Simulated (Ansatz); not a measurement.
### Question
AlP (CsCl type, Pm-3m) is relaxed with PBE in the plane-wave PAW code Ansatz. What lattice parameters of the conventional cell result?

### Answer
a = 3.119 Å.

### Question
Is it a metal or does it have a gap at this level?

### Answer
No gap at this level.

The start of the workflow was typed in or built on a structure type; neither database checked (COD, Materials Project) lists it. It is not the phase usual at ambient conditions (space group No. 216). The cell was relaxed with PBE under the symmetry of its start; whether a distortion lowers the energy is not shown. The volume moved by 20 % from the start of the relaxation.

Potentials: the earlier of the program's two PAW sets.
